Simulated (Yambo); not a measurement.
G0W0@LDA for SrCd$_{2}$P$_{2}$ (space group P-3m1, No. 164) in Yambo. Reference settings: 3×3×2 Γ-centred k mesh, bands 9 to 230 and a 8 Ry block in the screening, 230 bands in G with the Bruneval-Gonze terminator, plasmon pole fitted at 27.2 eV. The LDA gap Γ → Γ on this mesh is 0.54 eV; G0W0 gaps are taken between the same points.

Gap (Γ → Γ) in eV against the number of bands and the screening block, terminator on:

```json
[
 {"bands (W and G)": "59", "2 Ry": "1.259", "3 Ry": "1.320", "5 Ry": "1.384", "6 Ry": "1.391", "8 Ry": "1.393"},
 {"bands (W and G)": "90", "2 Ry": "1.163", "3 Ry": "1.236", "5 Ry": "1.329", "6 Ry": "1.339", "8 Ry": "1.342"},
 {"bands (W and G)": "130", "2 Ry": "1.119", "3 Ry": "1.193", "5 Ry": "1.299", "6 Ry": "1.311", "8 Ry": "1.316"},
 {"bands (W and G)": "180", "2 Ry": "1.102", "3 Ry": "1.172", "5 Ry": "1.284", "6 Ry": "1.301", "8 Ry": "1.310"},
 {"bands (W and G)": "230", "2 Ry": "1.096", "3 Ry": "1.164", "5 Ry": "1.280", "6 Ry": "1.299", "8 Ry": "1.311"}
]
```

Rough cost of the Yambo step against the reference (shared machines):

```tsv
bands (W and G)	2 Ry	3 Ry	5 Ry	6 Ry	8 Ry
59	1/6	1/6	1/5	1/5	1/4
90	1/4	1/4	1/4	1/3	1/3
130	1/3	1/3	1/2	1/2	~1
180	~1	~1	~1	~1	~1
230	~1	~1	~1	~1	1
```

At the largest block the last step in bands moves the gap by 0.001 eV; at the most bands the last step in the block moves it by 0.012 eV.

Spin-orbit splittings are left out.

Geometry of the Materials Project entry, not relaxed at this level; primitive cell a = b = 4.3595 Å, c = 7.3115 Å, α = β = 90.00°, γ = 120.00°.

The structure is a Materials Project entry; no match was found in the copy of COD used, and its stability was not checked.
